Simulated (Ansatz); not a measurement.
Given:

Al2Cu:
```
Al2Cu
1.0
   -1.71822     1.71822     3.85043
    1.71822    -1.71822     3.85043
    1.71822     1.71822    -3.85043
Cu Al
1 2
Direct
  0.00000   0.00000   0.00000
  0.33440   0.33440   0.00000
  0.66560   0.66560   0.00000
```

This is the PBE-relaxed structure.

Problem. All from plane-wave PAW PBE (Ansatz code), unless another level is named. Predict the formation energy from the elements (no fitted shifts).

Solution. -24 meV/atom.

Problem. Predict the density of states at the Fermi level.

Solution. 0.36 states/eV per atom (mean over ±0.08 eV).

Space group I4/mmm (MoSi2 or CaC2 type). A made-up cell: these elements were put on the sites of a structure type; the Crystallography Open Database copy checked does not list it. It is not the phase usual at ambient conditions (space group No. 140). The cell was relaxed with PBE under the symmetry of its start; whether a distortion lowers the energy is not shown. The run is not spin-polarised. The references are the lowest solids computed at this level, not always the standard phases.

Potentials: the later of the program's two PAW sets.
